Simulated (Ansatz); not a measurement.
A plane-wave DFT run in Ansatz 0.2.0 (scalar-relativistic PAW potentials unless the input names others): input and command.

```yaml
crystal:
  lattice:
    - [4.916043079, 0.0, 0.0]
    - [-2.4580215395, 4.2574181925, 0.0]
    - [0.0, 0.0, 2.7928811337]
  atoms:
    - { symbol: Ag, position: [0.0, 0.0, 0.0] }
    - { symbol: As, position: [0.3333333333, 0.6666666667, 0.5] }
    - { symbol: As, position: [0.6666666667, 0.3333333333, 0.5] }
basis:
  ecutwfc: 420
kpoints:
  mp_grid: { grid: [12, 12, 16] }
hamiltonian:
  xc: pbe
scf:
  occupations: { method: tetrahedron }
output:
  forces: true
  eigenvalues: true
  stress: true
```

```bash
ansatz run input.yaml --threads 1 --pin off --max-ram 2560MiB --backend cpu --events-out ev --progress --plain --runs-dir out
```

Abridged log:
```
Warning: output.forces, output.stress, relax.cell or npt_langevin: where a Kohn–Sham band that disperses or a degenerate level is filled in part under the method tetrahedron, the forces or the stress that this run publishes need not agree with its energy (scf.occupations.method in the input reference, under Limitations); prefer a smearing scheme for the forces or the stress
Basis set: ecut = 420 eV, 1155 PW (Γ), exchange–correlation on 72×72×40 points (8 copies of the dense FFT grid, shifted against one another)
Bands: 30, of which v1, the nominal top of the filled ones, is band 25 counted from 1 (24 counted from 0)
Symmetry: 24 space group operations
k-points: 171 of 2304
SCF iter   1: F=—  HF=-17301.980004 eV  |F-HF|=—  |Δ(HF+E_count)|=         —  Δρ=1.55e-3  dr2=1.19e-3  ethr=1.77e-3  ⟨swp⟩=5.7  Hψ=19380  notcnv=0
SCF iter   2: F=—  HF=-17301.980779 eV  |F-HF|=—  |Δ(HF+E_count)|=   7.75e-4  Δρ=9.64e-4  dr2=5.87e-4  ethr=2.42e-6  ⟨swp⟩=2.2  Hψ=9059  notcnv=0  defer=150
SCF iter   3: F=—  HF=-17301.980718 eV  |F-HF|=—  |Δ(HF+E_count)|=   6.06e-5  Δρ=1.72e-4  dr2=1.63e-5  ethr=1.20e-6  ⟨swp⟩=2.1  Hψ=7590  notcnv=0  defer=150
SCF iter   4: F=—  HF=-17301.980717 eV  |F-HF|=—  |Δ(HF+E_count)|=   1.06e-6  Δρ=7.10e-5  dr2=3.60e-6  ethr=3.33e-8  ⟨swp⟩=2.1  Hψ=9804  notcnv=0  defer=150
SCF iter   5: F=—  HF=-17301.980707 eV  |F-HF|=—  |Δ(HF+E_count)|=   1.02e-5  Δρ=2.04e-5  dr2=2.54e-7  ethr=7.35e-9  ⟨swp⟩=2.8  Hψ=7351  notcnv=0  defer=150
SCF iter   6: F=-17301.980705 eV  HF=-17301.980705 eV  |F-HF|=1.19e-9  |Δ(HF+E_count)|=   1.92e-6  Δρ=7.29e-6  dr2=2.49e-8  ethr=2.04e-10  ⟨swp⟩=4.8  Hψ=18003  notcnv=0
SCF 1 converged in 6 iterations: F = -17301.980705 eV  dr2 = 2.49e-8
SCF converged after 6 iterations
Stability not checked: this state was not tested for a lower state beside it, because cold or Methfessel-Paxton smearing, or corrected tetrahedra, fill the levels in a way that the test cannot read (fill_not_monotonic; see scf.lower_state_search)
Free energy (F): -17301.980705 eV
Harris-Foulkes:  -17301.980705 eV  (|F-HF|=1.19e-9)
Internal energy: -17301.980685 eV  (E = F + TS)
E sigma→0 (E₀):  -17301.980705 eV
Entropy (-TS):   -0.000020 eV (-0.007 meV/atom)
Fermi energy:    13.011033 eV
--- Forces (eV/Å), atoms counted from 1 ---
  atom   1  Ag     0.00000000     0.00000000     0.00000000
  atom   2  As     0.00000000     0.00000000     0.00000000
  atom   3  As     0.00000000     0.00000000     0.00000000
--- Stress (GPa, compression-positive) ---
        0.001491       0.000000       0.000000
        0.000000       0.001491       0.000000
        0.000000       0.000000      -0.160395
  P = ⅓ Tr σ = -0.0525 GPa (-0.525 kbar)
```

Apart from outputs, empty bands and the relaxation, which only the reference makes, the input differs from a reference run on usual settings in scf.occupations.width: 0.1 → not typed; scf.occupations.method: "gaussian" → "tetrahedron". The reference, at the same geometry, ended its own course with pressure -0.02 GPa, largest force 0.000 eV/Å, no gap on the mesh. This run converged in 6 SCF iterations with an energy at zero smearing 1.13 meV/atom below the reference's, pressure -0.05 GPa, largest force 0.000 eV/Å, no gap on the mesh.

The run took 5.8 s on 1 thread of Intel(R) Xeon(R) 6975P-C (Granite Rapids), with other jobs on the host, peak memory 0.51 GiB.